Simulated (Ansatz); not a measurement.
**Ga₂Sn in Ansatz, single run**

The command:

```bash
ansatz run input.yaml --threads 1 --pin off --max-ram 2560MiB --backend cpu --events-out ev --progress --plain --runs-dir out
```

input.yaml:

```yaml
crystal:
  lattice:
    - [2.509767, 4.347041, 0.0]
    - [-2.509767, 4.347041, 0.0]
    - [0.0, 0.0, 6.600813]
  atoms:
    - { symbol: Ga, position: [0.0, 0.0, 0.0] }
    - { symbol: Ga, position: [0.0, 0.0, 0.5] }
    - { symbol: Ga, position: [0.3333, 0.3334, 0.75] }
    - { symbol: Ga, position: [0.6666, 0.6667, 0.25] }
    - { symbol: Sn, position: [0.3333, 0.3334, 0.25] }
    - { symbol: Sn, position: [0.6666, 0.6667, 0.75] }
  symmetry: { tolerance: 0.0003 }
kpoints:
  mp_grid: { grid: [4, 4, 3], shift: [0, 0, 0] }
magnetization:
  spin_polarized: false
scf:
  occupations: { method: cold, width: 0.1 }
hamiltonian:
  pseudopotentials: { kind: paw }
  xc: pbe
basis:
  ecutwfc: 500
output:
  forces: true
  stress: true
  eigenvalues: true
```

Origin of the cell: a known structure type with other elements, at an estimated volume, so it need not be a known compound.

Output (shortened):

```
SCF iter   1: F=—  HF=-27179.770851 eV  Δρ=3.61e-3  dr2=4.18e-2
SCF iter   2: F=—  HF=-27179.757396 eV  S|Δr|=    0.00e0  Δρ=2.06e-3  dr2=1.41e-2
SCF iter   3: F=—  HF=-27179.753004 eV  S|Δr|=    0.00e0  Δρ=8.19e-4  dr2=6.14e-4
SCF iter   4: F=—  HF=-27179.752308 eV  S|Δr|=    0.00e0  Δρ=2.05e-4  dr2=8.30e-5
SCF iter   5: F=—  HF=-27179.752266 eV  S|Δr|=    0.00e0  Δρ=7.79e-5  dr2=7.51e-6
SCF iter   6: F=—  HF=-27179.752267 eV  S|Δr|=    0.00e0  Δρ=2.91e-5  dr2=9.98e-7
SCF iter   7: F=—  HF=-27179.752267 eV  S|Δr|=    0.00e0  Δρ=1.66e-5  dr2=2.41e-7
SCF iter   8: F=-27179.752267 eV  HF=-27179.752267 eV  S|Δr|=    0.00e0  Δρ=3.28e-6  dr2=1.28e-8
SCF 1 converged in 8 iterations: F = -27179.752267 eV  dr2 = 1.28e-8
SCF converged after 8 iterations
Stability not checked: this state was not tested for a lower state beside it, because cold or Methfessel-Paxton smearing, or corrected tetrahedra, fill the levels in a way that the test cannot read (fill_not_monotonic; […]
Free energy (F): -27179.752267 eV
Harris-Foulkes:  -27179.752267 eV  (|F-HF|=1.35e-9)
Internal energy: -27179.747034 eV  (E = F + TS)
E sigma→0 (E₀):  -27179.750522 eV
Entropy (-TS):   -0.005233 eV (-0.872 meV/atom)
Fermi energy:    8.699739 eV
--- Per-component energies (eV) ---
  E_band       = -398.053000
  E_kinetic    = 825.916565
  E_local      = -9318.171611  (includes V_loc(G=0)·N_el)
  E_nonlocal   = 1621.634350
  E_hartree    = 4609.914587
  E_xc         = -1040.801668
  E_vxc        = -421.498173  (∫ρ·V_xc dr)
  E_paw        = -16210.119612  (= ΣΔE_a)
  E_vpaw       = -2325.759515  (= ΣTr[D̂ρ^β])
  E_aug_tail   = -0.000175  (compensation charges beyond the density's cutoff)
  E_ewald      = -7668.119470
  E_smearing   = -0.005233  (= −TS)
  Σ components = -27179.752267   (vs F -27179.752267, Δ=0.00e0)
--- Forces (eV/Å), atoms counted from 1 ---
  atom   1  Ga     0.000000     0.000000     0.000000
  atom   2  Ga     0.000000     0.000000     0.000000
  atom   3  Ga     0.000000     0.000000     0.000000
  atom   4  Ga    -0.000000    -0.000000    -0.000000
  atom   5  Sn     0.000000     0.000000    -0.000000
  atom   6  Sn    -0.000000    -0.000000     0.000000
  max |Σ_I F_I| component: 0.0 eV/Å
--- Stress (GPa, compression-positive) ---
       -0.861563      -0.000000       0.000000
       -0.000000      -0.861563      -0.000000
        0.000000      -0.000000      -2.601110
  P = ⅓ Tr σ = -1.4414 GPa (-14.414 kbar)
```

Caveats: the k mesh is coarse if the cell is a metal.

Time: 2.3 s on 1 thread of Intel(R) Xeon(R) 6975P-C (Granite Rapids), with other jobs on the host, peak memory 0.5 GiB, from the program's own first density.
